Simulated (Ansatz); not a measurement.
The elements of this relaxed trial crystal are hidden behind letters.

```
lattice vectors (Å)
  -2.0046    2.0046   14.3062
   2.0046   -2.0046   14.3062
   2.0046    2.0046  -14.3062
fractional positions
X 0.3985 0.3985 0.0000
X 0.6015 0.6015 0.0000
Z 0.7970 0.7970 0.0000
Z 0.0000 0.0000 0.0000
Z 0.2030 0.2030 0.0000
Q 0.3434 0.8434 0.5000
Q 0.9535 0.4535 0.5000
Q 0.5465 0.0465 0.5000
Q 0.1566 0.6566 0.5000
Q 0.7500 0.2500 0.5000
```

Theory: DFT PBE, scalar-relativistic, plane waves, PAW (Ansatz 0.2.0). The final run on the 10-atom cell used 420 eV, a Γ-centred 10×10×10 mesh, 0.02 eV smearing and no spin polarisation.

| Property | Result |
| --- | --- |
| Space group | I-4m2 (No. 119) |
| Conventional cell | a = 4.009 Å, c = 28.612 Å |
| Volume per atom | 22.99 Å³ |
| Density | 4.29 g/cm³ |
| Energy over the elements | −0.334 eV/atom |
| Gap on the 10×10×10 mesh of the 10-atom cell | 0.89 eV |

Energies are uncorrected and count from the elements' standard states at the same level.

Task: X is a p-block element of period 5, Z is a p-block element of period 4 and Q is a p-block element of period 3. Which elements are they?

Result: X = In, Z = Ga, Q = P, so the formula is In2Ga3P5. Density times volume gives a mean mass of 4.29 × 22.99/1.6605 = 59.4 u per atom, and this set has 59.4 u. In has 4 P at 2.55 Å; Ga on a site of symmetry 2mm has 4 P at 2.41 Å; P on a site of symmetry 2mm is surrounded by 2 Ga at 2.41 Å and 2 In at 2.55 Å; 3 more sites not described. Other sets within the hints have nearly the same mass, so mass alone doesn't settle it; this one was computed.

Kohn–Sham gaps at this level usually fall short of measured ones. Symmetry constrained the relaxation, so the result can be a saddle point.
